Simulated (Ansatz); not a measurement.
Ir (fcc (Cu type)), relaxed with LDA (Ansatz, an electronic-structure program, plane waves, PAW): a = b = c = 3.8109 Å, α = β = γ = 90.00°.

```
Quantity              Value
--------------------  -----
B₀ by P(V) fit (GPa)    405
K_Hill (GPa)            406
G_Hill (GPa)            251
Θ_D (K)                 454
```

The same phase is relaxed and computed with r²SCAN in the same code. What are the cell and these values now?

a = b = c = 3.8448 Å, α = β = γ = 90.00°.

- B₀ by P(V) fit (GPa) = 378
- K_Hill (GPa) = 379
- G_Hill (GPa) = 240
- Θ_D (K) = 445

All cells were relaxed under the symmetry of their starts (and spin orders); stability against distortions was not tested throughout. Rows with no word on spin ran without spin polarisation. Spin–orbit coupling is left out wherever it is not named.

Potentials: the earlier of the program's two PAW sets.

Ansatz is a plane-wave DFT program.
